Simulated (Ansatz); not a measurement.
Relaxed PtSe2 (CdI2 type):

```yaml
crystal:
  lattice:
    - [3.77238, 0.00000, 0.00000]
    - [-1.88619, 3.26698, 0.00000]
    - [0.00000, 0.00000, 4.81834]
  atoms:
    - { symbol: Pt, position: [0.00000, 0.00000, 0.00000] }
    - { symbol: Se, position: [0.66667, 0.33333, 0.26556] }
    - { symbol: Se, position: [0.33333, 0.66667, 0.73444] }
```

Scan: atom 1 (Pt, nearest neighbour Se at 2.526 Å; its periodic images, 3.8 Å or more away, move with it) is displaced towards the nearest neighbour, direction (0.747, 0.431, 0.507) in Cartesian axes, by s. The other atoms stay.

Calculation: PBE-D3(BJ) (plane waves to 420 eV, PAW, scalar-relativistic; Ansatz, a first-principles code). k mesh 11×11×8 (Γ-centred), Fermi-Dirac smearing 0.05 eV. Energies are smeared free energies. Left out: 4 of 11 points, with atoms too close for the PAW data. With partly filled bands, energies and forces of such displacements shift with the k mesh and the smearing. PtSe2 is run without spin polarisation. PtSe2 was relaxed with its symmetry unable to fall. Spin-orbit coupling is left out, though Pt is heavy. The zero of ΔE is the undisplaced structure.

### Question
Estimate the ΔE (meV/cell) for s (Å) = -0.456, -0.304, -0.152, 0.152, 0.304, 0.456.

### Answer
| s (Å) | ΔE (meV/cell) |
|---|---|
| -0.456 | 1814 |
| -0.304 | 730 |
| -0.152 | 172 |
| 0.152 | 172 |
| 0.304 | 730 |
| 0.456 | 1814 |

(For displaced atoms, the force is minus the slope of the energy, and its curvature is a force constant, which sets phonon frequencies.)
